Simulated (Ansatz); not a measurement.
Consider the following.

TiRh:
```
TiRh
1.0
    2.92650     0.00000     0.00000
    0.00000     2.92650     0.00000
    0.00000     0.00000     3.37013
Ti Rh
1 1
Direct
  0.50000   0.50000   0.50000
  0.00000   0.00000   0.00000
```

This is the PBEsol-relaxed structure. Cartesian axes are those of the cell as given.

Question: All from PBEsol (plane waves, PAW; program Ansatz), unless another level is named. Predict the Young's modulus.

Answer: 160 GPa.

Question: Next, the elastic constants (relaxed ions, GPa)?

Answer: C11 = 298, C12 = 144, C13 = 181, C33 = 281, C44 = 60.4, C66 = 51.6.

Space group P4/mmm (L1₀ or tetragonal B2). The workflow started from a Materials Project entry (that database holds measured and hypothetical structures alike); the Crystallography Open Database files this formula in space group No. 123, but the cells were not matched. Its standing as an ambient phase is unchecked. The PBEsol relaxation kept the symmetry of its start; of distortions, only those at the zone centre were tested. The run is not spin-polarised. As this level gives no gap, shear constants depend on the k-mesh and smearing (Fermi–Dirac, 0.1 eV here). On the denser mesh and wider smearing of the elastic run this cell carries a stress of 0.3 GPa.

Potentials: the later of the program's two PAW sets.
